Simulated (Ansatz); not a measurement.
A structure of TePb relaxed with PBEsol (plane waves to 420 eV, PAW, scalar-relativistic; Ansatz, a program for electronic structure); single points at other levels follow on the same geometry (Ansatz, PAW; HSE06 at 420 eV on a 6×6×6 k-mesh; no spin-orbit coupling). Space group Fm-3m (No. 225).

```
TePb
1.0
    2.27765     1.31500     3.72031
   -2.27765     1.31500     3.72031
    0.00000    -2.63000     3.72031
Pb Te
1 1
Direct
  0.00000   0.00000   0.00000
  0.50000   0.50000   0.50000
```

```csv
level,gap (eV),kind,conduction minimum
PBEsol,0.65,direct,–
HSE06,1.10,–,–
```

HSE06 gaps come from a coarse mesh plus a few chosen points, so they may be too large. No spin polarisation in the result.

Measured for TePb: gap 0.19 eV (0 K or low temperature; as listed in arXiv:2302.06325). Computed minus measured — gap: PBEsol +0.46 eV, HSE06 +0.91 eV. The computed values are for a static lattice, and a measured gap can be an optical one, lowered by exciton binding.

The run could not lose the symmetry of its start.
